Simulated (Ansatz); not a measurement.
Starting cell, NaF (rock salt):

```xyz
2
Lattice="0.0000 2.3508 2.3508 2.3508 0.0000 2.3508 2.3508 2.3508 0.0000" Properties=species:S:1:pos:R:3 pbc="T T T"
F      0.0000     0.0000     0.0000
Na     2.3508     2.3508     2.3508
```

Two-dimensional scan of atom 1 (F, nearest neighbour Na at 2.351 Å; its periodic images, 3.3 Å or more away, move with it): u runs along (1.000, 0.000, 0.000), v along (0.000, 0.000, 1.000) (Cartesian). Cell and other atoms are fixed.

Method: PBE (plane waves to 420 eV, PAW, scalar-relativistic; Ansatz, an electronic-structure program). k mesh 10×10×10 (Γ-centred), Fermi-Dirac smearing 0.05 eV. Fu and Fv are the components of the force on the atom. NaF was relaxed with its symmetry unable to fall. The relaxed volume of NaF is well above the measured one; the method has no dispersion term. 

```
Fv (eV/Å)   u = -0.590  u = -0.393  u = -0.197  u = 0.000  u = 0.197  u = 0.393  u = 0.590
----------  ----------  ----------  ----------  ---------  ---------  ---------  ---------
v = -0.590        1.81        3.35         [?]       4.61        [?]       3.35       1.81
v = -0.393         [?]        1.04        1.47       1.60       1.47       1.04        [?]
v = -0.197       -0.20        0.23        0.42       0.47       0.42       0.23      -0.20
v = 0.000         0.00        0.00        0.00       0.00       0.00       0.00       0.00
v = 0.197         0.20       -0.23       -0.42      -0.47      -0.42      -0.23       0.20
v = 0.393          [?]       -1.04       -1.47      -1.60      -1.47      -1.04        [?]
v = 0.590        -1.81       -3.35         [?]      -4.61        [?]      -3.35      -1.81
```

Task: What belongs in the gaps?

Result: 
- v = -0.590, u = -0.197: 4.28
- v = -0.590, u = 0.197: 4.28
- v = -0.393, u = -0.590: 0.16
- v = -0.393, u = 0.590: 0.16
- v = 0.393, u = -0.590: -0.16
- v = 0.393, u = 0.590: -0.16
- v = 0.590, u = -0.197: -4.28
- v = 0.590, u = 0.197: -4.28

(A displaced cell: forces are minus the slopes of the energy, force constants its curvatures, and phonons follow from these.)
